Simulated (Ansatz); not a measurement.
MoP:
```xyz
2
Lattice="3.2409 0.0000 0.0000 -1.6205 2.8067 0.0000 0.0000 0.0000 3.1952" Properties=species:S:1:pos:R:3 pbc="T T T"
Mo     0.0000     0.0000     0.0000
P      1.6205     0.9356     1.5976
```

Relaxed with PBE. Special points in fractions of this cell's reciprocal vectors: Γ (0.000, 0.000, 0.000); M (0.500, 0.000, 0.000); K (0.333, 0.333, 0.000); A (0.000, 0.000, 0.500); L (0.500, 0.000, 0.500); H (0.333, 0.333, 0.500).

Task: List the band energies nearest the Fermi level at these points for the program Ansatz at the PBE level (PAW).

Result: In eV from the Fermi level; about four levels below and three above (degenerate sets whole), none deeper than 8.9 eV; points with the same levels are listed once.

```json
[
 {"k": "Γ", "below": "-4.09 -3.28 -3.28 -0.67", "above": "0.28 0.28 4.08 4.08"},
 {"k": "M", "below": "-3.85 -3.65 -1.29 -0.40", "above": "1.68 2.29 4.62"},
 {"k": "K", "below": "-5.18 -3.67 -1.45 -0.08", "above": "0.64 0.81 6.72"},
 {"k": "A", "below": "-2.71 -2.71 -1.64 -1.64", "above": "1.37 2.91 2.91"},
 {"k": "L", "below": "-6.08 -5.22 -4.39 -1.02", "above": "1.39 1.84 3.50"},
 {"k": "H", "below": "-6.78 -5.66 -3.21 -1.27", "above": "1.53 3.21 4.13"}
]
```

Space group P-6m2. The cell keeps a stress of up to 0.2 GPa. The PBE relaxation kept the symmetry of its start. The run is not spin-polarised. Spin–orbit coupling is left out wherever it is not named.

Potentials: the later of the program's two PAW sets.
